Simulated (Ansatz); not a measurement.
GaN:
```yaml
crystal:
  lattice:
    - [3.16359, 0.00000, 0.00000]
    - [-1.58179, 2.73975, 0.00000]
    - [0.00000, 0.00000, 7.43898]
  atoms:
    - { symbol: Ga, position: [0.50000, 0.00000, 0.50000] }
    - { symbol: Ga, position: [0.00000, 0.50000, 0.16667] }
    - { symbol: Ga, position: [0.50000, 0.50000, 0.83333] }
    - { symbol: N, position: [0.50000, 0.00000, 0.00000] }
    - { symbol: N, position: [0.00000, 0.50000, 0.66667] }
    - { symbol: N, position: [0.50000, 0.50000, 0.33333] }
```

DFT-PBE in the program Ansatz with PAW potentials gives a gap of 1.20 eV without spin–orbit coupling, maximum at Γ, minimum at Γ.

What happens when spin–orbit coupling is switched on?

The gap hardly moves, to 1.20 eV; maximum on the Γ–A line, 3 % of the way from Γ, minimum at Γ.

Space group P6_222. The start of the workflow was typed in or built on a structure type; neither database checked (COD, Materials Project) lists it. It is not the phase usual at ambient conditions (space group No. 186, 216). The PBE relaxation kept the symmetry of its start; whether a distortion lowers the energy is not shown.

Potentials: the later of the program's two PAW sets.
